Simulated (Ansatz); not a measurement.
Values for one crystal, relaxed and computed with the program Ansatz at the r²SCAN level (PAW); other levels are named.

- Volume per atom = 25.61 Å³
- Band gap = 0.12 eV (direct)
- Highest zone-centre frequency (without LO–TO term) = 248 cm^-1
- Debye temperature from the elastic constants = 288 K
- Zone-centre stability = no imaginary mode at Γ
- Gap with spin–orbit coupling = 0.02 eV
- Conduction-band minimum = at Γ

**Question.** Which of these materials gives this?
A) InGaAs2, R3m (In on 3a, Ga on 3a, As on 3a, As on 3a)
B) Al4C3, R-3m (Al on 6c, Al on 6c, C on 6c, C on 3a)
C) BAs, zinc blende
D) GaSb, zinc blende

**Answer.** A, InGaAs2, R3m (In on 3a, Ga on 3a, As on 3a, As on 3a)

The workflow started from a Materials Project entry (that database holds measured and hypothetical structures alike); the Crystallography Open Database copy checked does not list it. With In and Ga taken as one species the cell has the higher symmetry F-43m, so it may be an ordered model of a mixed-site phase. Its standing as an ambient phase is unchecked. The cell was relaxed with r²SCAN under the symmetry of its start. Spin–orbit coupling is left out wherever it is not named.

Potentials: the later of the program's two PAW sets.
